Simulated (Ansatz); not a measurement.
TiPd (CsCl type, Pm-3m) under volume change, LDA (plane waves, PAW; program Ansatz), scaled uniformly.

```
V (Å³/atom)  E − E(relaxed) (meV/atom)     P (GPa)
-----------  -------------------------  ----------
13.585                      (withheld)  (withheld)
14.033                      (withheld)  (withheld)
14.481                             8.1        5.99
14.929                             0.0        0.00
15.377                             7.3       -5.09
15.825                            27.8       -9.41
16.273                            59.3      -13.07
```

Question: Complete the blanks.

Answer: 
- 14.033, E − E(relaxed) (meV/atom): 34.5
- 14.033, P (GPa): 13.04
- 13.585, E − E(relaxed) (meV/atom): 82.2
- 13.585, P (GPa): 21.32

Question: What does a third-order Birch–Murnaghan fit give for V₀, B₀ and B′?

Answer: V₀ = 14.93 Å³/atom, B₀ = 184 GPa, B′ = 4.4.

The workflow started from an entry of the Crystallography Open Database (COD). Whether it is the stable phase at ambient conditions was not checked. Symmetry was held in the LDA relaxation. At this level the phase is mechanically unstable. The run is not spin-polarised.

Potentials: the later of the program's two PAW sets.
